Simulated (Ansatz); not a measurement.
The start is a generated trial cell of HfO2 in the AFLOW prototype AB2_hP12_194_f_ah (C14, as in MgZn2). The cell and all atomic positions are relaxed at zero pressure with r2SCAN (plane waves to 500 eV, PAW, scalar-relativistic; Ansatz, a program for electronic structure). The first steps use a coarse 5×5×3 k-mesh.

Input geometry:
```yaml
crystal:
  lattice:
    - [4.58226, 0.00000, 0.00000]
    - [-2.29113, 3.96835, 0.00000]
    - [0.00000, 0.00000, 7.51515]
  atoms:
    - { symbol: Hf, position: [0.33333, 0.66667, 0.06286] }
    - { symbol: Hf, position: [0.66667, 0.33333, 0.56286] }
    - { symbol: Hf, position: [0.66667, 0.33333, 0.93714] }
    - { symbol: Hf, position: [0.33333, 0.66667, 0.43714] }
    - { symbol: O, position: [0.00000, 0.00000, 0.00000] }
    - { symbol: O, position: [0.00000, 0.00000, 0.50000] }
    - { symbol: O, position: [0.83049, 0.16951, 0.25000] }
    - { symbol: O, position: [0.66097, 0.83049, 0.75000] }
    - { symbol: O, position: [0.83049, 0.66097, 0.25000] }
    - { symbol: O, position: [0.16951, 0.83049, 0.75000] }
    - { symbol: O, position: [0.33903, 0.16951, 0.25000] }
    - { symbol: O, position: [0.16951, 0.33903, 0.75000] }
```

Q: What is the largest force in the starting geometry, and on which atom (counted from 1)?

A: About 1.5 eV/Å, on O7, O8, O9, O10, O11, O12 (atoms numbered as listed).

Q: By how much does the energy per atom fall from start to end?

A: 1.75 eV/atom.

Q: How does the volume change?

A: +54.9 %, from 11.39 to 17.64 Å³/atom.

Q: How do the shortest distances between atoms change?

A: The closest pairs of elements (up to four, under 3.6 Å), start → end: Hf–O 2.69 → 1.91 Å; O–O 2.25 → 2.30 Å; Hf–Hf 2.81 → 2.65 Å.

Q: Is the relaxed structure metallic? Give its gap.

A: Zero (the bands touch at this level, without spin-orbit coupling). The gap comes from the SCF mesh and the high-symmetry points alone.

Q: Give the final cell and atomic positions.

A: 
```cif
data_Hf4O8
_chemical_formula_sum 'Hf4 O8'
_space_group_name_H-M_alt 'P63/mmc'
_space_group_IT_number 194
_space_group_name_Hall '-P 6c 2c'
_cell_length_a 4.67799
_cell_length_b 4.67799
_cell_length_c 11.16779
_cell_angle_alpha 90.000
_cell_angle_beta 90.000
_cell_angle_gamma 120.000
loop_
_atom_site_label
_atom_site_type_symbol
_atom_site_symmetry_multiplicity
_atom_site_Wyckoff_symbol
_atom_site_fract_x
_atom_site_fract_y
_atom_site_fract_z
_atom_site_occupancy
Hf1 Hf 4 f 0.66667 0.33333 0.13121 1
O1 O 2 a 0.00000 0.00000 0.00000 1
O2 O 6 h 0.32712 0.16356 0.25000 1
```

The space group stays P6₃/mmc (No. 194) (the run could not lower it), with 12 atoms in the primitive cell. Final values are on a 7×7×3 k-mesh of the relaxed cell. No spin polarisation in the result. The d or f electrons are treated with no Hubbard U.

The run could not lose the symmetry of its start: the end is stationary, and may be a saddle point rather than a minimum.

The relaxed structure here is a generated cell of HfO2: the first start was made by placing the elements on the sites of a structure type, and the end was not matched to a known phase here, so it may be hypothetical. Known forms of HfO2 include space group No. 14, 29, 137, 225.
